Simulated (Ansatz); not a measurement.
Compressing Li2Ca: a fit and a missing row

Li2Ca, Fd-3m, a = 8.671 Å. The structure is a COD entry; whether it is the stable form wasn't checked. Ansatz: PBEsol, PAW, 420 eV, Γ-centred 8×8×8 mesh on 6 atoms, Gaussian smearing 0.10 eV; no spin polarisation. Symmetry fixes shape and atoms, so the cell is only scaled; pressure is positive in compression.

```tsv
V (Å³/atom)	P (GPa)
23.900	?
24.715	1.85
25.530	1.16
26.345	0.55
27.160	0.02
27.974	-0.44
28.789	-0.85
29.876	-1.31
```

Task: Take V0 = 27.160 Å³/atom, count pressures from its P0 = 0.02 GPa, fit the third-order Birch–Murnaghan form to the other rows, and predict the missing pressure.

Result: With the Eulerian strain f = ½[(V0/V)^(2/3) − 1] and y = (P − P0)/[3f(1 + 2f)^(5/2)], the form is the line y = B0 + 1.5 B0 (B0′ − 4) f. Rows (f, y): 0.03245, 16.06; 0.02106, 16.28; 0.01026, 16.37; -0.00975, 16.52; -0.01904, 16.78; -0.03078, 16.88. Means f = 0.0007000, y = 16.482; Σ(Δf)² = 0.003004, ΣΔfΔy = -0.03739; the slope is their ratio. y = 16.49 − 12.45 f GPa, so B0 = 16.5 GPa and B0′ = 4 + 2 × (-12.45)/(3 × 16.49) = 3.50. At V = 23.900, f = 0.04449, y = 15.936 and P = 2.65 GPa. The run gave 2.64 GPa, so the fit is 0.01 GPa too high, a small miss on the scale of the series.

Cost: 8 runs of about 1.2 core-minutes in all, on Arm Neoverse V1 (shared hosts).